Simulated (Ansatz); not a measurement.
Geometry optimisation in Ansatz: input, command and trajectory.

```yaml
crystal:
  lattice:
    - [-2.0203467287, 2.0203467287, 4.9593879036]
    - [2.0203467287, -2.0203467287, 4.9593879036]
    - [2.0203467287, 2.0203467287, -4.9593879036]
  atoms:
    - { symbol: Ca, position: [0.0, 0.0, 0.0] }
    - { symbol: Ge, position: [0.3819863383, 0.3819863383, 0.0] }
    - { symbol: Ge, position: [0.6180136617, 0.6180136617, 0.0] }
    - { symbol: Pd, position: [0.75, 0.25, 0.5] }
    - { symbol: Pd, position: [0.25, 0.75, 0.5] }
basis:
  ecutwfc: 420
kpoints:
  mp_grid: { grid: [12, 12, 12] }
hamiltonian:
  xc: pbesol
scf:
  occupations: { method: gaussian, width: 0.1 }
output:
  forces: true
  stress: true
  eigenvalues: true
relax:
  adjacent_minimum: "off"
  f_tol: 0.01
  max_steps: 30
  cell: { stress_tol: 0.1, fix: [volume] }
```

```bash
ansatz run input.yaml --threads 2 --pin off --max-ram 5120MiB --backend cpu --events-out ev --progress --plain --runs-dir out
```

Level of theory: DFT PBEsol, scalar-relativistic, plane waves, PAW (Ansatz).

The volume is held at 0.88 times that of the relaxed cell.

Of 5 frames 4 are shown, positions in Å and forces in eV/Å; the SCF threshold varies from step to step. Steps run on the plane waves of an earlier cell, with a Pulay correction in the pressure. The basis is chosen afresh for the last frame, the zero of the energies, and at times for earlier ones too; energy and pressure can step there, also at an unchanged geometry. Where two frames share a geometry here, they differ by under 2 meV/atom and 0.3 GPa.

```xyz
5
Lattice="-2.0203 2.0203 4.9594 2.0203 -2.0203 4.9594 2.0203 2.0203 -4.9594" Properties=species:S:1:pos:R:3:forces:R:3 pbc="T T T" step=1 free_energy_over_end_meV_per_atom=1.24 pressure_GPa=17.12
Ca    0.0000    0.0000    0.0000    0.0000    0.0000    0.0000
Ge    0.0000    0.0000    3.7888    0.0000    0.0000    0.2558
Ge    0.0000    0.0000    6.1299    0.0000    0.0000   -0.2558
Pd    0.0000    2.0203    2.4797    0.0000    0.0000    0.0000
Pd    2.0203    0.0000    2.4797    0.0000    0.0000    0.0000
5
Lattice="-2.0160 2.0160 4.9807 2.0160 -2.0160 4.9807 2.0160 2.0160 -4.9807" Properties=species:S:1:pos:R:3:forces:R:3 pbc="T T T" step=2 free_energy_over_end_meV_per_atom=0.40 pressure_GPa=16.79
Ca    0.0000    0.0000    0.0000    0.0000    0.0000    0.0000
Ge    0.0000    0.0000    3.8151    0.0000    0.0000    0.1092
Ge    0.0000    0.0000    6.1464    0.0000    0.0000   -0.1092
Pd    0.0000    2.0160    2.4904    0.0000    0.0000    0.0000
Pd    2.0160    0.0000    2.4904    0.0000    0.0000    0.0000
5
Lattice="-2.0074 2.0074 5.0236 2.0074 -2.0074 5.0236 2.0074 2.0074 -5.0236" Properties=species:S:1:pos:R:3:forces:R:3 pbc="T T T" step=3 free_energy_over_end_meV_per_atom=0.00 pressure_GPa=16.34
Ca    0.0000    0.0000    0.0000    0.0000    0.0000    0.0000
Ge    0.0000    0.0000    3.8607    0.0000    0.0000   -0.0181
Ge    0.0000    0.0000    6.1865    0.0000    0.0000    0.0181
Pd    0.0000    2.0074    2.5118    0.0000    0.0000    0.0000
Pd    2.0074    0.0000    2.5118    0.0000    0.0000    0.0000
5
Lattice="-2.0080 2.0080 5.0207 2.0080 -2.0080 5.0207 2.0080 2.0080 -5.0207" Properties=species:S:1:pos:R:3:forces:R:3 pbc="T T T" step=5 free_energy_over_end_meV_per_atom=0.00 pressure_GPa=16.38
Ca    0.0000    0.0000    0.0000    0.0000    0.0000    0.0000
Ge    0.0000    0.0000    3.8573    0.0000    0.0000   -0.0003
Ge    0.0000    0.0000    6.1842    0.0000    0.0000    0.0003
Pd    0.0000    2.0080    2.5104    0.0000    0.0000    0.0000
Pd    2.0080    0.0000    2.5104    0.0000    0.0000    0.0000
```

The run took 57 s on 2 threads of Intel(R) Xeon(R) Platinum 8488C (Sapphire Rapids), on a shared host, peak memory 0.79 GiB.